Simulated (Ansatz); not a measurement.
SnS2:
```xyz
3
Lattice="3.6693 0.0000 0.0000 -1.8346 3.1777 0.0000 0.0000 0.0000 5.8075" Properties=species:S:1:pos:R:3 pbc="T T T"
Sn     0.0000     0.0000     0.0000
S      0.0000     2.1185     1.4783
S      1.8346     1.0592     4.3292
```

Relaxed with PBE+D3(BJ). Special points in fractions of this cell's reciprocal vectors: Γ (0.000, 0.000, 0.000); M (0.500, 0.000, 0.000); K (0.333, 0.333, 0.000); A (0.000, 0.000, 0.500); L (0.500, 0.000, 0.500); H (0.333, 0.333, 0.500).

Problem. List the band energies nearest the valence-band maximum at these points for plane-wave PAW PBE+D3(BJ) with spin–orbit coupling (Ansatz code).

Solution. In eV from the valence-band maximum; about four levels below and three above (degenerate sets whole), none deeper than 8.9 eV; points with the same levels are listed once.

```tsv
k	below	above
Γ	-0.49 -0.49 -0.01 -0.01	1.69 1.69 3.46 3.46
M	-1.19 -1.19 -0.39 -0.39	1.61 1.61 4.29 4.29
K	-1.58 -1.58 -1.57 -1.57	1.79 1.79 6.68 6.68
A	-0.37 -0.37 -0.33 -0.33	2.93 2.93 3.52 3.52
L	-0.86 -0.86 -0.80 -0.80	1.36 1.36 4.53 4.53
H	-0.40 -0.40 -0.38 -0.38	2.90 2.90 5.06 5.06
```

Space group P-3m1 (CdI2 type). Symmetry was held in the PBE+D3(BJ) relaxation; of distortions, only those at the zone centre were tested.

Potentials: the later of the program's two PAW sets.
